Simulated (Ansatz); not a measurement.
GeSe$_{2}$ in space group I-42d (No. 122; Ge on 4a, Se on 8d) at seven volumes, plane-wave PAW PBEsol (Ansatz code), shape and atoms relaxed at each. One row is withheld.

```tsv
V (Å³/atom)	P (GPa)
24.415	1.85
25.220	1.06
26.025	0.47
26.830	0.00
27.635	-0.44
28.440	?
29.245	-1.18
```

Question: Fit the shown pressures and predict the withheld one.

Answer: P = (3/2)B₀(x^(7/2) − x^(5/2))[1 + (3/4)(B′ − 4)(x − 1)] with x = (V₀/V)^(2/3). Least squares on the six rows gives V₀ = 26.784 Å³/atom, B₀ = 16.0 GPa, B′ = 4.42. At V = 28.440, x = 0.9608 and P = -0.84 GPa. The run itself gave -0.83 GPa.

The workflow started from a Materials Project entry (that database holds measured and hypothetical structures alike); the Crystallography Open Database copy checked does not list it. Its standing as an ambient phase is unchecked. Symmetry was held in the PBEsol relaxation; whether a distortion lowers the energy is not shown.

Potentials: the later of the program's two PAW sets.
